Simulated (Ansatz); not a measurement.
SiBW:
```cif
data_B2Si2W2
_chemical_formula_sum 'Si2 B2 W2'
_space_group_name_H-M_alt 'P 1'
_space_group_IT_number 1
_cell_length_a 6.92178
_cell_length_b 6.92178
_cell_length_c 3.14208
_cell_angle_alpha 90.000
_cell_angle_beta 90.000
_cell_angle_gamma 153.603
loop_
_space_group_symop_operation_xyz
  'x, y, z'
loop_
_atom_site_label
_atom_site_type_symbol
_atom_site_fract_x
_atom_site_fract_y
_atom_site_fract_z
_atom_site_occupancy
Si1 Si 0.70293 0.29707 0.25000 1
Si2 Si 0.29707 0.70293 0.75000 1
B1 B 0.46766 0.53234 0.75000 1
B2 B 0.53234 0.46766 0.25000 1
W1 W 0.10240 0.89760 0.75000 1
W2 W 0.89760 0.10240 0.25000 1
```

Relaxed with PBE.

### Question
Which orbitals make up the states near the Fermi level in the program Ansatz at the PBE level (PAW)?

### Answer
Within 0.5 eV of the Fermi level: W 5d 64 %, Si 3p 12 %, B 2p 11 %, Si 3s 6 %. Projections are on Löwdin-orthogonalised atomic valence shells; empty p or d shells of many metals are not among them.

### Question
Tabulate the density of states.

### Answer
States/eV per cell of 6 atoms, in 0.25 eV bins, energy from the Fermi level.

```csv
E (eV),total,W 5d,Si 3p,B 2p
-7.85,1.17,0.26,0.27,0.34
-7.60,1.54,0.36,0.41,0.44
-7.35,2.36,0.59,0.73,0.66
-7.10,3.41,0.86,0.98,1.11
-6.85,2.03,0.56,0.56,0.65
-6.60,2.11,0.61,0.55,0.73
-6.35,2.14,0.63,0.52,0.77
-6.10,2.30,0.70,0.54,0.86
-5.85,2.72,0.82,0.67,1.04
-5.60,2.37,0.77,0.60,0.83
-5.35,1.79,0.67,0.35,0.63
-5.10,2.38,1.06,0.46,0.66
-4.85,3.56,1.84,0.46,0.97
-4.60,3.41,1.74,0.47,0.83
-4.35,2.80,1.49,0.48,0.52
-4.10,3.34,1.80,0.70,0.47
-3.85,3.85,2.03,0.92,0.49
-3.60,4.85,2.41,1.40,0.52
-3.35,4.67,2.49,1.35,0.43
-3.10,3.57,2.14,0.89,0.28
-2.85,2.37,1.56,0.49,0.18
-2.60,2.29,1.42,0.56,0.19
-2.35,1.54,0.99,0.32,0.14
-2.10,1.26,0.86,0.19,0.13
-1.85,1.25,0.89,0.14,0.14
-1.60,1.09,0.80,0.11,0.12
-1.35,0.64,0.48,0.08,0.06
-1.10,0.88,0.65,0.10,0.08
-0.85,1.38,1.01,0.13,0.15
-0.60,1.62,1.18,0.16,0.16
-0.35,2.03,1.41,0.23,0.20
-0.10,2.52,1.63,0.29,0.28
0.15,2.52,1.59,0.28,0.28
0.40,1.98,1.14,0.25,0.23
0.65,2.34,1.26,0.29,0.34
0.90,3.15,1.64,0.38,0.52
1.15,2.78,1.45,0.38,0.45
1.40,2.87,1.60,0.34,0.41
1.65,3.63,2.12,0.35,0.44
1.90,4.31,2.46,0.42,0.54
2.15,4.08,2.32,0.42,0.45
2.40,3.30,1.74,0.41,0.37
2.65,4.31,2.01,0.60,0.46
2.90,4.20,1.86,0.60,0.44
3.15,3.74,1.48,0.57,0.44
3.40,3.33,1.19,0.53,0.41
3.65,3.06,0.99,0.49,0.44
3.90,3.33,1.02,0.55,0.52
4.15,2.76,0.87,0.50,0.50
4.40,2.46,0.71,0.44,0.49
4.65,2.86,0.72,0.52,0.64
```

Space group Cmcm. The start of the workflow was typed in or built on a structure type; neither database checked (COD, Materials Project) lists it. Whether it is the stable phase at ambient conditions was not checked. The PBE relaxation kept the symmetry of its start; whether a distortion lowers the energy is not shown. The run is not spin-polarised. Spin–orbit coupling is left out wherever it is not named.

Potentials: the earlier of the program's two PAW sets.
